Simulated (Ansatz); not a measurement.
ZnO2:
```
ZnO2
1.0
    4.86893     0.00000     0.00000
    0.00000     4.86893     0.00000
    0.00000     0.00000     4.86893
Zn O
4 8
Direct
  0.00000   0.50000   0.50000
  0.50000   0.50000   0.00000
  0.50000   0.00000   0.50000
  0.00000   0.00000   0.00000
  0.41248   0.08752   0.91248
  0.58752   0.91248   0.08752
  0.08752   0.91248   0.41248
  0.91248   0.08752   0.58752
  0.91248   0.41248   0.08752
  0.08752   0.58752   0.91248
  0.58752   0.58752   0.58752
  0.41248   0.41248   0.41248
```

Relaxed with PBEsol. Special points in fractions of this cell's reciprocal vectors: Γ (0.000, 0.000, 0.000); X (0.000, 0.500, 0.000); M (0.500, 0.500, 0.000); R (0.500, 0.500, 0.500); X1 (0.500, 0.000, 0.000).

Question: List the band energies nearest the valence-band maximum at these points for plane-wave PAW PBEsol (Ansatz code).

Answer: In eV from the valence-band maximum; about four levels below and three above (degenerate sets whole), none deeper than 8.9 eV; points with the same levels are listed once.

```tsv
k	below	above
Γ	-0.30 -0.30 -0.30 0.00 0.00	2.92 3.27 3.27 3.27
X	-1.38 -1.38 -0.21 -0.21	2.49 2.49 3.29 3.29
M	-1.34 -1.34 -1.34 -1.34	2.96 2.96 2.96 2.96
R	-2.16 -2.16 -2.16 -2.16	3.55 3.55 3.55 3.55
```

Space group Pa-3. The first step of the workflow began from a Materials Project structure, measured or hypothetical; the Crystallography Open Database copy checked does not list it. Its standing as an ambient phase is unchecked. The cell was relaxed with PBEsol under the symmetry of its start; its stability against distortions is not shown here.

Potentials: the later of the program's two PAW sets.
